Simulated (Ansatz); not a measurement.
Density of states of a Ta₃NbAl₁₆ cell (elements on a bcc lattice, relaxed), per eV and atom, broadened by Gaussian smearing of width 0.1 eV and averaged over bins of 0.2 eV, from 8 eV under the Fermi level at most up to where the solved bands end.

Level of theory: DFT PBE, scalar-relativistic, plane waves, PAW (Ansatz).

Plane waves to 420 eV, a k mesh through Γ of 5×5×5 on the computed 20-atom cell and Gaussian smearing (0.10 eV); no spin polarisation.

```
CELL_PARAMETERS angstrom
-4.26841 5.00840 -1.54516
-4.30316 -1.53141 5.15215
1.38854 5.17554 5.29057
ATOMIC_POSITIONS crystal
Al 0.00055 0.98550 0.94055
Al 0.50403 0.47625 0.95296
Al 0.60179 0.10550 0.15086
Al 0.10933 0.60910 0.15451
Al 0.68300 0.69674 0.15398
Al 0.80823 0.31214 0.34691
Al 0.30315 0.80905 0.35230
Al 0.39191 0.38237 0.34480
Al 0.50611 0.00847 0.55258
Al 0.01110 0.51266 0.55793
Al 0.89052 0.89744 0.35081
Al 0.59763 0.58783 0.54919
Al 0.72003 0.19606 0.74204
Al 0.29387 0.29487 0.74367
Al 0.90754 0.41572 0.94708
Al 0.39897 0.91427 0.95363
Nb 0.76837 0.78756 0.75886
Ta 0.18587 0.20427 0.13972
Ta 0.10156 0.09552 0.54002
Ta 0.23231 0.69508 0.75441
```

| E − E_F (eV) | total | Al 3p | Ta 5d | Al 3s | Nb 4d |
| --- | --- | --- | --- | --- | --- |
| -7.95 | 0.177 | 0.099 | 0.005 | 0.058 | 0.002 |
| -7.75 | 0.193 | 0.108 | 0.007 | 0.063 | 0.002 |
| -7.55 | 0.188 | 0.105 | 0.007 | 0.060 | 0.002 |
| -7.35 | 0.207 | 0.116 | 0.007 | 0.066 | 0.003 |
| -7.15 | 0.263 | 0.149 | 0.011 | 0.083 | 0.004 |
| -6.95 | 0.244 | 0.137 | 0.012 | 0.076 | 0.004 |
| -6.75 | 0.250 | 0.138 | 0.013 | 0.078 | 0.005 |
| -6.55 | 0.217 | 0.119 | 0.013 | 0.067 | 0.005 |
| -6.35 | 0.239 | 0.130 | 0.016 | 0.072 | 0.006 |
| -6.15 | 0.291 | 0.157 | 0.022 | 0.088 | 0.007 |
| -5.95 | 0.267 | 0.143 | 0.022 | 0.081 | 0.008 |
| -5.75 | 0.298 | 0.157 | 0.027 | 0.089 | 0.009 |
| -5.55 | 0.347 | 0.180 | 0.035 | 0.104 | 0.011 |
| -5.35 | 0.330 | 0.169 | 0.036 | 0.098 | 0.012 |
| -5.15 | 0.274 | 0.136 | 0.034 | 0.079 | 0.012 |
| -4.95 | 0.318 | 0.159 | 0.043 | 0.087 | 0.014 |
| -4.75 | 0.258 | 0.130 | 0.036 | 0.066 | 0.012 |
| -4.55 | 0.328 | 0.167 | 0.048 | 0.080 | 0.015 |
| -4.35 | 0.386 | 0.203 | 0.056 | 0.088 | 0.019 |
| -4.15 | 0.360 | 0.191 | 0.055 | 0.075 | 0.019 |
| -3.95 | 0.372 | 0.203 | 0.055 | 0.075 | 0.019 |
| -3.75 | 0.365 | 0.198 | 0.061 | 0.068 | 0.020 |
| -3.55 | 0.438 | 0.240 | 0.075 | 0.078 | 0.027 |
| -3.35 | 0.402 | 0.216 | 0.075 | 0.064 | 0.028 |
| -3.15 | 0.412 | 0.223 | 0.086 | 0.055 | 0.032 |
| -2.95 | 0.479 | 0.255 | 0.108 | 0.061 | 0.036 |
| -2.75 | 0.511 | 0.272 | 0.115 | 0.061 | 0.042 |
| -2.55 | 0.470 | 0.246 | 0.113 | 0.051 | 0.043 |
| -2.35 | 0.528 | 0.265 | 0.133 | 0.059 | 0.050 |
| -2.15 | 0.536 | 0.258 | 0.143 | 0.059 | 0.055 |
| -1.95 | 0.525 | 0.240 | 0.150 | 0.055 | 0.060 |
| -1.75 | 0.633 | 0.276 | 0.188 | 0.061 | 0.084 |
| -1.55 | 0.628 | 0.262 | 0.197 | 0.062 | 0.080 |
| -1.35 | 0.649 | 0.254 | 0.213 | 0.065 | 0.086 |
| -1.15 | 0.554 | 0.209 | 0.190 | 0.054 | 0.073 |
| -0.95 | 0.554 | 0.203 | 0.212 | 0.054 | 0.059 |
| -0.75 | 0.483 | 0.188 | 0.171 | 0.051 | 0.050 |
| -0.55 | 0.434 | 0.174 | 0.141 | 0.052 | 0.046 |
| -0.35 | 0.401 | 0.158 | 0.127 | 0.050 | 0.044 |
| -0.15 | 0.445 | 0.171 | 0.136 | 0.059 | 0.054 |
| 0.05 | 0.472 | 0.174 | 0.148 | 0.064 | 0.059 |
| 0.25 | 0.509 | 0.187 | 0.159 | 0.072 | 0.061 |
| 0.45 | 0.478 | 0.178 | 0.145 | 0.072 | 0.052 |
| 0.65 | 0.445 | 0.169 | 0.131 | 0.070 | 0.043 |
| 0.85 | 0.455 | 0.180 | 0.127 | 0.072 | 0.041 |
| 1.05 | 0.457 | 0.182 | 0.121 | 0.072 | 0.044 |
| 1.25 | 0.490 | 0.194 | 0.128 | 0.077 | 0.051 |

The columns after the total are the largest Löwdin projections on the valence shells of the potentials, so they needn't add up, and the weight of a shell that a potential lacks goes to other orbitals. The cell has no gap on the mesh.

Spin-orbit coupling is left out, which matters for the bands of heavy elements.

Cost: 2 runs of about 5.4 core-minutes in all (earlier runs that led there not counted), on Intel Xeon Platinum 8259CL (Skylake/Cascade Lake) (shared hosts).